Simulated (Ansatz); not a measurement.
ZrVGe in space group I4/mmm (No. 139; Zr on 4e, V on 4c, Ge on 4e), DFT-r²SCAN in the program Ansatz with PAW potentials, all energies at zero smearing, with the estimated change up to a 700 eV cutoff added, with one set of potentials and settings (totals compare only within such a set). Cell of 6 atoms (2 Zr, 2 V, 2 Ge): -22834.460 eV.

| element | reference phase | E (eV/atom) |
|---|---|---|
| Zr | P6_3/mmc, 2 atoms in the cell | -4195.0260 |
| V | Im-3m, 1 atoms in the cell | -2917.0669 |
| Ge | Fd-3m, 2 atoms in the cell | -4302.9041 |

Formation energy per atom, worked out: (-22834.460 − 2×(-4195.0260) − 2×(-2917.0669) − 2×(-4302.9041))/6 = -0.744 eV/atom (-72 kJ per mol of atoms), at 0 K, without zero-point energy or fitted corrections.

The workflow started from a Materials Project entry (that database holds measured and hypothetical structures alike); the Crystallography Open Database copy checked does not list it. Its standing as an ambient phase is unchecked. Symmetry was held in the r²SCAN relaxation; its stability against distortions is not shown here. The run is not spin-polarised. The references are the lowest solids computed at this level, not always the standard phases.

Potentials: the later of the program's two PAW sets.
